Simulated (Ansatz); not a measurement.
ScCuF2: reading a single point

```yaml
crystal:
  lattice:
    - [1.65613, 2.86851, 0.00000]
    - [-1.65613, 2.86851, 0.00000]
    - [0.00000, 0.00000, 11.73838]
  atoms:
    - { symbol: Cu, position: [0.33330, 0.33340, 0.25000] }
    - { symbol: Cu, position: [0.66660, 0.66670, 0.75000] }
    - { symbol: Sc, position: [0.00000, 0.00000, 0.00000] }
    - { symbol: Sc, position: [0.00000, 0.00000, 0.50000] }
    - { symbol: F, position: [0.33330, 0.33340, 0.08953] }
    - { symbol: F, position: [0.66660, 0.66670, 0.58953] }
    - { symbol: F, position: [0.33330, 0.33340, 0.41047] }
    - { symbol: F, position: [0.66670, 0.66670, 0.91047] }
```

Level: r2SCAN, with U = 7.57 eV and J = 0.45 eV on Cu d (all-electron-ortho-atomic projectors), collinear spin; 500 eV; 8×8×2 Γ-centred mesh; fermi-dirac occupations (width 0.0211 eV); Ansatz 0.2.0, fixed geometry.

Magnetic state (reached from a saved solution, and it need not be the lowest): Sc3 down, Sc4 up.

**Moments.** Sc3 -0.74, Sc4 +0.74 μB of spin moment in Bader basins; net size 0.00 μB a cell.
**Electronic structure.** It is a metal, with about 4.4 states/eV a cell as the mean within 0.25 eV of the Fermi level, mostly Sc d (63 %) and Cu s (14 %).
**Charges.** Bader charges in e: Sc +1.71, Cu +0.12, F -0.91. In the mean Sc gives up most and F takes most.
**Stress.** The pressure is 11.8 GPa (compression positive), so with the atoms held at these fractions the cell would first expand; the forces are large, so a full relaxation may end otherwise. The principal stresses 1.9, 1.9, 31.6 GPa differ, so its shape would change too.
**Forces.** The largest is on F7 (and as large on other atoms): 2.88 eV/Å, components (0.00, 0.00, 2.88). It makes 180° with the line to a nearest neighbour, Cu1 at 1.88 Å, pointing away from it.

Origin: a known structure type with other elements, at an estimated volume, so it need not be a known compound. Caveats: atoms or cell far from equilibrium.
